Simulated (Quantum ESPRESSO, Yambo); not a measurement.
**Levels of theory for the gap of RbBr**

RbBr (CsCl type, space group Pm-3m, No. 221): one geometry, one set of norm-conserving PBEsol (Quantum ESPRESSO, 46 Ry, with spin-orbit coupling) orbitals, self-energies from Yambo (4×4×4 Γ-centred k mesh, 250 bands and a 8 Ry block in the screening, 250 bands in G with the Bruneval-Gonze terminator, plasmon pole fitted at 27.2 eV).

Cell and atoms were relaxed with PBEsol from Materials Project entry mp-23303, within its symmetry.

| level | gap M → Γ (eV) | direct gap at Γ (eV) | rough Yambo cost |
|---|---|---|---|
| PBEsol (Quantum ESPRESSO) | 4.01 | 4.02 | – |
| exchange only (Hartree-Fock self-energy on PBEsol orbitals) | 11.81 | 11.81 | about 1/40 (11 states) |
| static COHSEX@PBEsol | 7.53 | 7.62 | within a factor of two (3 states) |
| G0W0@PBEsol, plasmon pole | 6.40 | 6.43 | 1 (11 states) |

Bare exchange has no screening and gives the widest gap; static COHSEX screens it but leaves out the frequency dependence, which G0W0 restores.

Costs are rough ratios of core time on shared machines.

Nearest settings tried, and what they do to the gap: 7 Ry block (171 vectors against 179): -6 meV; 2×2×2 mesh: -105 meV. Not varied: bands in G, bands in W. So the settings aren't converged at that level.

This is not the ordinary phase of the substance; no match was found in the copy of COD used, and its stability was not checked.
